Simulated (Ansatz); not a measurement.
TePb2S in space group P4/mmm (No. 123; Te on 1c, Pb on 1a, Pb on 1d, S on 1b) under volume change, DFT-PBEsol in the program Ansatz with PAW potentials, shape and atoms relaxed at each volume.

```tsv
V (Å³/atom)	E − E(relaxed) (meV/atom)	P (GPa)
27.225	44.6	5.75
28.123	18.8	3.53
29.021	4.5	1.63
29.918	0.0	0.00
30.816	4.0	-1.38
31.713	15.1	-2.56
32.611	32.4	-3.57
```

Q: What does a third-order Birch–Murnaghan fit give for V₀, B₀ and B′?

A: V₀ = 29.92 Å³/atom, B₀ = 49.8 GPa, B′ = 4.3.

The first step of the workflow began from a Materials Project structure, measured or hypothetical; the Crystallography Open Database copy checked does not list it. With Te and S taken as one species the cell has the higher symmetry Fm-3m, so it may be an ordered model of a mixed-site phase. Its standing as an ambient phase is unchecked. The cell was relaxed with PBEsol under the symmetry of its start. At this level the phase is dynamically unstable (imaginary phonons). Spin–orbit coupling is left out wherever it is not named.

Potentials: the later of the program's two PAW sets.
